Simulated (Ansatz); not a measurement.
## Cu: energy along a strain

Cu, I4/mmm, a = 2.886 Å, c = 2.752 Å (as given, not relaxed at this level: 0.3 GPa). This isn't the element's structure at ambient conditions. Ansatz: r2SCAN, PAW, 500 eV, Γ-centred 24×24×24 mesh on 1 atom, Gaussian smearing 0.15 eV; no spin polarisation. Cell vectors (Å): -1.443 1.443 1.376; 1.443 -1.443 1.376; 1.443 1.443 -1.376. The cell is strained by x per cent times the pattern (0 1 0 0 0 0) in the order xx yy zz yz xz xy (engineering shears), with fractional coordinates held. y is the free energy over the start, V0 = 11.458 Å³/atom. Points with a strain past 8.5 % were computed too (3) and aren't used here.

```tsv
x (%)	y (meV/atom)
-7.50	?
-5.00	16.35
-2.50	4.04
0.00	0.00
2.50	2.59
5.00	10.84
7.50	23.80
```

Question: Fit y = c1 x + c2 x² + c3 x³ to the other rows, get the stiffness along the pattern, and predict the missing energy.

Answer: Least squares on the rows shown. y = −0.24295 x + 0.54417 x² − 0.011886 x³. The clamped-ion stiffness p·C·p = 2 × 5.442 eV × 160.2 / 11.458 Å³ = 152 GPa, which is C22 in these axes; c1 is there for the stress left in the start, which by itself gives a slope of -0.20 meV/atom per %. At x = -7.50 the fit asked for gives 37.45 meV/atom. The run gave 38.77 meV/atom, so the fit is 1.32 meV/atom too low, 3.4 % of the span of the series, against an rms of 0.08 meV/atom on the fitted rows. The row lies outside the fitted range. With a term in x⁴ added, a fit to the same known rows predicts 38.77 meV/atom, so most of the miss is curvature that the known rows already hold.